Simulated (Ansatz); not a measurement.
Values for one crystal, relaxed and computed with DFT-PBEsol in the program Ansatz with PAW potentials; other levels are named.

```yaml
volume_per_atom: 28.66 Å³
electronic_character: metallic (no gap)
Pressure derivative B′: 4.7
Bulk modulus (Birch–Murnaghan fit): 50.9 GPa
Gap with spin–orbit coupling: none (metallic)
Density of states at the Fermi level: 0.10 states/eV per atom (mean over ±0.08 eV)
Formation energy from the elements (no fitted shifts): 0.083 eV/atom
```

Question: Which compound is it?
A) SiNi, P2_13 (Si on 4a, Ni on 4a)
B) BaAl2Ge2, I4/mmm (Ge on 4e, Ba on 2a, Al on 4d)
C) SnGe, Pmma (Ge on 2e, Ge on 2f, Sn on 2e, Sn on 2f)
D) SnS, P-6m2 (Sn on 1a, S on 1f)

Answer: C, SnGe, Pmma (Ge on 2e, Ge on 2f, Sn on 2e, Sn on 2f)

The start of the workflow was typed in or built on a structure type; neither database checked (COD, Materials Project) lists it. Whether it is the stable phase at ambient conditions was not checked. The PBEsol relaxation kept the symmetry of its start; whether a distortion lowers the energy is not shown. The references are the lowest solids computed at this level, not always the standard phases. Scalar-relativistic: spin–orbit coupling is off unless named, which matters more the heavier the elements.

Potentials: the later of the program's two PAW sets.
